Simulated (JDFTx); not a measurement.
System: ZrSi2(010) (Cmcm bulk; lattice of mp-1515, not re-optimised at this level), 1x1 cell of 12 atoms in 10 planes (Si outermost, slab composition Zr4Si8), area 13.53 Å² a face, 12.8 Å between the outermost planes in a cell 29.3 Å high; k mesh 6×6×1, Fermi width 0.01 Ha, no spin polarisation. Whether this polymorph is the ambient one wasn't checked. Neither spin polarisation nor a larger cell was tried.

Method: PBE, GBRV ultrasoft potentials, plane waves to 20/100 Ha, in JDFTx (a modified build). Liquid: linear PCM (GLSSA13), water, 1 M NaCl. The neutral cell holds 80 valence electrons and has two faces of 13.530 Å² each. Last filling lines of the neutral and of a charged run (μ in hartree, zero in the bulk liquid):

```
FillingsUpdate:  mu: -0.137885577  nElectrons: 80.000000
FillingsUpdate:  mu: -0.124953328  nElectrons: 80.135100
```

Worked example: both potentials, by the convention U = −μ/e − 4.44 V vs SHE, the surface charge density and the mean capacitance.

U_pzc = 0.13789 × 27.2114 − 4.44 = -0.69 V; U = 0.12495 × 27.2114 − 4.44 = -1.04 V. The cell has 0.1351 excess electrons, a net charge of -0.1351 e, shared by two faces: σ = -0.1351 e / (2 × 13.530 Å²) = -0.00499 e/Å² = -8.0 μC/cm² (1 e/Å² = 1602.18 μC/cm²). C = σ/(U − U_pzc) = -8.0/-0.35 ≈ 23 μF/cm².
